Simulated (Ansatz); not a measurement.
# Trial structures of HoS4: starts and ends

These are results of DFT PBE, scalar-relativistic, plane waves, PAW, and for the lanthanide a 4f-in-core norm-conserving potential, in Ansatz, not measurements. Settings: cutoff 690 eV, Γ-centred meshes spaced at most about 0.3 Å⁻¹, and about 0.25 Å⁻¹ or finer for metals (2π included), Gaussian smearing. No spin polarisation in the final relaxations.

Each guess was relaxed in cell and atoms at zero pressure, within the symmetry of its start. These are static total energies at zero pressure. Coordination counts S atoms around Ho (those within 1.25 times the shortest such distance or 1.15 times the sum of covalent radii, 1.27 where that leaves under three; a plus sign parts nearer from farther groups).

```tsv
guess	made from	start group	V start (Å³/atom)	end group	V end (Å³/atom)	coordination at the end	gap on mesh (eV)	E over the lowest end (meV/atom)
1	SnI4 type	P-43m	26.0	P-43m	22.6	Ho 4	0	466
2	random cell	P6/mmm	23.1	P6/mmm	27.1	Ho 8	0	0
3	random cell	P-3m1	24.2	P-3m1	29.7	Ho 2+6	0	184
4	random cell	P6/mmm	26.7	?	?	?	?	?
5	random cell	Pm-3m	26.2	Pm-3m	28.0	Ho 6	0	533
```

Guess 4 as it starts:

```
Ho S
1.0
     5.95777    0.00000    0.00000
    -2.97889    5.15958    0.00000
     0.00000    0.00000    4.34640
Ho S
1 4
Direct
  0.00000 0.00000 0.00000
  0.50000 0.00000 0.50000
  0.00000 0.50000 0.50000
  0.50000 0.50000 0.50000
  0.00000 0.00000 0.50000
```

Question: Fill in the missing row: what does this guess relax into, and where does it rank?

Answer: It ends in space group P6/mmm (No. 191), with a = 5.460 Å, c = 4.904 Å, 25.3 Å³/atom and no gap. It lies 0.54 eV/atom over the lowest end, within the noise of guess 5 and so the highest of the set. Counting S atoms around Ho, this end has Ho 2+12 and the lowest (guess 2) has Ho 8.

```
Ho S
1.0
     5.46021    0.00000    0.00000
    -2.73010    4.72868    0.00000
     0.00000    0.00000    4.90375
Ho S
1 4
Cartesian
  0.0000 0.0000 0.0000
  2.7301 0.0000 2.4519
  -1.3651 2.3643 2.4519
  1.3651 2.3643 2.4519
  0.0000 0.0000 2.4519
```

Energies over the elements count from the elements' standard structures at the same level, with no fitted energy shifts.

Question: Is the lowest end bound against the elements?

Answer: Yes: its formation energy is −0.28 eV/atom. Whether it is stable depends on the other phases of the system, which aren't compared here.

For metals, differences of a few meV/atom aren't resolved. No dispersion correction is applied, so the spacing and binding between layers, chains or molecules are poorly described (P-3m1), and this can change margins and order among such cells. In P6/mmm at 27.1 Å³/atom, P-3m1, P-43m, Pm-3m, P6/mmm at 25.3 Å³/atom an odd number of valence electrons (the lanthanide is held trivalent, its 4f shell in the core) allows no gap without spin; another valence of the lanthanide, a larger cell or a magnetic state could open one. A magnetic state wasn't ruled out in cells without spin, among them P6/mmm at 27.1 Å³/atom, P-3m1, P-43m, Pm-3m. The reference form of S is held partly by dispersion forces, which this level lacks. Cells relaxed within their symmetry can be saddle points. A lower structure may well exist outside this small set. Some types were kept out of the candidates beforehand, so the set may lack a known form.

The lanthanide is trivalent by construction, without f bands, f moments or other valences. The reference runs of the other elements, and any phases without the lanthanide, used 420 eV, which shifts energies against them by under 10 meV/atom. The lanthanide's reference is the lowest of its hcp, dhcp and fcc cells.
